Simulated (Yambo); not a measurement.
**Optical response of Sr2NO6H3**

```
Sr2NO6H3
1.0
    6.70433     0.00000     0.00000
   -3.35216     5.80612     0.00000
    0.00000     0.00000     3.59152
H N O Sr
3 1 6 2
Direct
  0.67901   0.67901   0.00000
  0.00000   0.32099   0.00000
  0.32099   0.00000   0.00000
  0.00000   0.00000   0.50000
  0.18922   0.18922   0.50000
  0.00000   0.81078   0.50000
  0.81078   0.00000   0.50000
  0.53341   0.53341   0.00000
  0.00000   0.46659   0.00000
  0.46659   0.00000   0.00000
  0.66667   0.33333   0.50000
  0.33333   0.66667   0.50000
```

Yambo, RPA with local fields on LDA bands shifted by a G0W0 scissor of 3.73 eV; 3×3×6 mesh, 112 bands, 3 Ry local-field block, 0.2 eV broadening; field along x.

```csv
E (eV),Im ε,Re ε,"Im ε, independent particles"
0.0,0.00,2.42,0.00
0.5,0.00,2.42,0.00
1.0,0.00,2.43,0.00
1.5,0.00,2.44,0.01
2.0,0.01,2.45,0.01
2.5,0.01,2.47,0.01
3.0,0.01,2.49,0.01
3.5,0.01,2.52,0.02
4.0,0.01,2.55,0.02
4.5,0.02,2.59,0.03
5.0,0.02,2.64,0.04
5.5,0.03,2.71,0.05
6.0,0.04,2.79,0.07
6.5,0.06,2.91,0.13
7.0,0.20,3.10,0.40
7.5,0.33,2.97,0.66
8.0,0.19,3.14,0.67
8.5,0.38,3.37,2.94
9.0,0.47,3.59,3.33
9.5,0.72,4.11,0.82
10.0,3.15,4.05,0.63
10.5,1.32,2.66,0.86
11.0,1.60,3.39,1.46
11.5,1.99,3.26,1.91
12.0,2.97,2.74,2.81
12.5,2.24,1.94,2.19
13.0,2.44,2.04,2.58
13.5,2.31,1.83,2.73
14.0,2.50,1.59,2.80
14.5,2.21,1.20,2.47
15.0,2.03,1.06,2.31
15.5,1.86,1.18,2.17
16.0,1.92,0.73,2.08
16.5,1.29,0.72,1.40
17.0,1.10,1.02,1.39
17.5,1.15,1.31,1.70
18.0,1.22,1.43,1.78
18.5,1.40,1.41,2.06
19.0,1.53,1.27,1.82
19.5,1.43,1.23,1.66
20.0,1.67,0.98,1.93
```

Structure narrower than a few tenths of an eV can come from the finite k mesh. Convergence of the RPA response with its 3×3×6 mesh was not tested. The scissor comes from a G0W0 run whose convergence isn't established. No excitonic effects at this level.

Geometry of the Materials Project entry, not relaxed at this level.
